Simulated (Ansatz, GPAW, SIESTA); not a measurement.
## Ge3Pd: 4 runs at one level of theory

```
Pd Ge
1.0
     4.14202    0.00000    0.00000
     0.00000    4.14202    0.00000
     0.00000    0.00000    4.14202
Pd Ge
1 3
Direct
  0.00000 0.00000 0.00000
  0.50000 0.50000 0.00000
  0.50000 0.00000 0.50000
  0.00000 0.50000 0.50000
```

The cell comes from a database or a generator and needn't be the stable form of this composition.

Alike in all runs: task band structure; functional LDA; k mesh 7 × 7 × 7; occupations fermi-dirac, width 0.05 eV; no spin polarisation; no spin-orbit coupling. LDA stands for any of its common fits. Pressure is positive in compression and, in plane waves, holds the error of the finite cutoff, which Ansatz's Pulay term estimates and takes out.

```
                                                                                   program and potentials  plane-wave cutoff (eV)                                                                                                                            notes  pressure (GPa)
                                                                                       Ansatz, Ansatz PAW                     420  potentials made for PBE, which Ansatz adapts in part; 15 valence electrons an atom on average; Pulay term of +0.03 GPa included           -7.01
SIESTA, files PseudoDojo sr-lda-0.4.1-standard, DZP (energy shift 0.003 Ry; two zetas on semicore shells)                       -                                                                            atomic basis; 15 valence electrons an atom on average           -5.79
                                                           Ansatz, all-electron LAPW, scalar-relativistic                       -                                                                                                                                -           -6.98
                               GPAW, the program's PAW data sets (release 1.2.1) made for this functional                     600                                                                                           7 valence electrons an atom on average           -7.06
```

The pressure spans -7.06 (GPAW, the program's PAW data sets (release 1.2.1) made for this functional) to -5.79 GPa (SIESTA, files PseudoDojo sr-lda-0.4.1-standard, DZP (energy shift 0.003 Ry; two zetas on semicore shells)), with all-electron results at -6.98. Rows in atomic bases carry the error of their basis and grid, which can be large.

The functional is the same throughout but for its coding, so the spread measures potentials, basis and numerics; runs on potential files found faulty are left out.
